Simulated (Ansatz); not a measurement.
TiSi$_{2}$ in space group Fddd (No. 70; Si on 16f, Ti on 8a) at seven volumes, the program Ansatz at the PBE level (PAW), shape and atoms relaxed at each. One row is withheld.

```csv
V (Å³/atom),P (GPa)
12.897,16.22
13.323,?
13.748,4.56
14.173,0.00
14.598,-3.88
15.023,-7.17
15.449,-9.96
```

Fit the shown pressures and predict the withheld one.

P = (3/2)B₀(x^(7/2) − x^(5/2))[1 + (3/4)(B′ − 4)(x − 1)] with x = (V₀/V)^(2/3). Least squares on the six rows gives V₀ = 14.173 Å³/atom, B₀ = 140 GPa, B′ = 4.39. At V = 13.323, x = 1.0421 and P = 9.92 GPa. The run itself gave 9.92 GPa.

Symmetry was held in the PBE relaxation. The run is not spin-polarised.

Potentials: the later of the program's two PAW sets.
